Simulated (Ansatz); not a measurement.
SiO$_{2}$:
```yaml
crystal:
  lattice:
    - [7.52851, 0.00000, 0.00000]
    - [0.00000, 7.52851, 0.00000]
    - [0.00000, 0.00000, 8.63842]
  atoms:
    - { symbol: Si, position: [0.91491, 0.08509, 0.25000] }
    - { symbol: Si, position: [0.41491, 0.41491, 0.00000] }
    - { symbol: Si, position: [0.08509, 0.91491, 0.75000] }
    - { symbol: Si, position: [0.58509, 0.58509, 0.50000] }
    - { symbol: Si, position: [0.38070, 0.82495, 0.99930] }
    - { symbol: Si, position: [0.67505, 0.88070, 0.74930] }
    - { symbol: Si, position: [0.61930, 0.17505, 0.49930] }
    - { symbol: Si, position: [0.32495, 0.11930, 0.24930] }
    - { symbol: Si, position: [0.88070, 0.67505, 0.25070] }
    - { symbol: Si, position: [0.17505, 0.61930, 0.50070] }
    - { symbol: Si, position: [0.11930, 0.32495, 0.75070] }
    - { symbol: Si, position: [0.82495, 0.38070, 0.00070] }
    - { symbol: O, position: [0.37507, 0.94209, 0.15453] }
    - { symbol: O, position: [0.55791, 0.87507, 0.90453] }
    - { symbol: O, position: [0.62493, 0.05791, 0.65453] }
    - { symbol: O, position: [0.44209, 0.12493, 0.40453] }
    - { symbol: O, position: [0.87507, 0.55791, 0.09547] }
    - { symbol: O, position: [0.05791, 0.62493, 0.34547] }
    - { symbol: O, position: [0.12493, 0.44209, 0.59547] }
    - { symbol: O, position: [0.94209, 0.37507, 0.84547] }
    - { symbol: O, position: [0.38106, 0.61650, 0.45202] }
    - { symbol: O, position: [0.88350, 0.88106, 0.20202] }
    - { symbol: O, position: [0.61894, 0.38350, 0.95202] }
    - { symbol: O, position: [0.11650, 0.11894, 0.70202] }
    - { symbol: O, position: [0.88106, 0.88350, 0.79798] }
    - { symbol: O, position: [0.38350, 0.61894, 0.04798] }
    - { symbol: O, position: [0.11894, 0.11650, 0.29798] }
    - { symbol: O, position: [0.61650, 0.38106, 0.54798] }
    - { symbol: O, position: [0.79400, 0.13594, 0.39699] }
    - { symbol: O, position: [0.36406, 0.29400, 0.14699] }
    - { symbol: O, position: [0.20600, 0.86406, 0.89699] }
    - { symbol: O, position: [0.63594, 0.70600, 0.64699] }
    - { symbol: O, position: [0.29400, 0.36406, 0.85301] }
    - { symbol: O, position: [0.86406, 0.20600, 0.10301] }
    - { symbol: O, position: [0.70600, 0.63594, 0.35301] }
    - { symbol: O, position: [0.13594, 0.79400, 0.60301] }
```

Relaxed with r²SCAN. Special points in fractions of this cell's reciprocal vectors: Γ (0.000, 0.000, 0.000); X (0.000, 0.500, 0.000); M (0.500, 0.500, 0.000); Z (0.000, 0.000, 0.500); R (0.000, 0.500, 0.500); A (0.500, 0.500, 0.500).

Question: List the band energies nearest the valence-band maximum at these points for plane-wave PAW r²SCAN (Ansatz code).

Answer: In eV from the valence-band maximum; about four levels below and three above (degenerate sets whole), none deeper than 8.9 eV; points with the same levels are listed once.

```csv
k,below,above
Γ,-0.22 -0.17 -0.17 -0.04,6.36 8.84 8.84
X,-0.18 -0.18 0.00 0.00,7.44 7.44 9.28 9.28
M,-0.13 -0.13 -0.02 -0.02,8.26 8.26 8.30 8.30
Z,-0.30 -0.30 -0.13 -0.13,7.20 7.20 9.66 9.66
R,-0.16 -0.16 -0.01 -0.01,7.90 7.90 8.30 8.30
A,-0.09 -0.09 -0.09 -0.09,8.54 8.54 8.54 8.54
```

Space group P4_32_12. The first step of the workflow began from a Materials Project structure, measured or hypothetical; the Crystallography Open Database files this formula in space group No. 96, but the cells were not matched. It is not the phase usual at ambient conditions (space group No. 92, 152, 154). Symmetry was held in the r²SCAN relaxation; whether a distortion lowers the energy is not shown.

Potentials: the earlier of the program's two PAW sets.
